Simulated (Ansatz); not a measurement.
One stationary structure of BaTiO3. Computed with r2SCAN (plane waves to 500 eV, PAW, scalar-relativistic; Ansatz, a quantum-chemistry and plane-wave program).

```
CELL_PARAMETERS angstrom
      2.84016     1.63977     2.33145
     -2.84016     1.63977     2.33145
      0.00000    -3.27954     2.33145
ATOMIC_POSITIONS crystal
  O  0.77488 0.26537 0.77488
  O  0.77488 0.77488 0.26537
  O  0.26537 0.77488 0.77488
  Ti 0.80132 0.80132 0.80132
  Ba 0.28790 0.28790 0.28790
```

Question: Find the space group and the Wyckoff positions (tolerance 0.01 Å).

Answer: Space group R3m, hexagonal axes (No. 160); a = 5.680 Å, b = 5.680 Å, c = 6.994 Å, α = 90.00°, β = 90.00°, γ = 120.00°

```tsv
atom	site	symmetry	x	y	z
O	9b	.m	0.5032	0.0063	0.2717
Ti	3a	3m	0.0000	0.0000	0.8013
Ba	3a	3m	0.0000	0.0000	0.2879
```

Question: Give the shortest distances between elements (the closest pairs, up to four, under 3.6 Å).

Answer: O–Ti 1.87 Å; Ba–O 2.78 Å; O–O 2.79 Å; Ba–Ti 3.40 Å.

```json
{
 "volume_per_atom": "13.03 Å³",
 "band_gap": "2.87 eV, indirect (valence top at T, conduction bottom at Γ) (no spin-orbit coupling)",
 "smallest_direct_gap": "3.24 eV at 14 % of the way from Γ to S0"
}
```

No spin polarisation in the result.

The run could not lose the symmetry of its start.

The first start was generated by placing the elements on the sites of a structure type. A measured structure of BaTiO3 has the same space group, R3m (No. 160); the sites were not compared with it. Another known form has space group No. 99.
